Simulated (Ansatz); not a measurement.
LiF:
```yaml
crystal:
  lattice:
    - [0.00000, 2.18238, 2.18238]
    - [2.18238, 0.00000, 2.18238]
    - [2.18238, 2.18238, 0.00000]
  atoms:
    - { symbol: F, position: [0.25000, 0.25000, 0.25000] }
    - { symbol: Li, position: [0.00000, 0.00000, 0.00000] }
```

Relaxed with DFT-PBE in the program Ansatz with PAW potentials. Indices refer to the conventional cell of F-43m, a = b = c = 4.3648 Å, α = β = γ = 90.00°.

**Question.** Simulate the powder diffraction pattern (Fe Kα, λ = 1.93735 Å; lines above 1 %) up to 2θ = 90°.

**Answer.** Simulated powder pattern, Fe Kα, λ = 1.93735 Å (kinematic, ideal powder, no thermal factors, no anomalous dispersion; the 30 strongest lines at most, above 1 %, up to 2θ = 90°):

```
2θ (°)  d (Å)  I/Imax (%)    hkl
------  -----  ----------  -----
45.21   2.520         100  (111)
52.70   2.182          22  (200)
77.76   1.543          36  (220)
```

The start of the workflow was typed in or built on a structure type; neither database checked (COD, Materials Project) lists it. It is not the phase usual at ambient conditions (space group No. 225). Symmetry was held in the PBE relaxation; whether a distortion lowers the energy is not shown.

Potentials: the later of the program's two PAW sets.
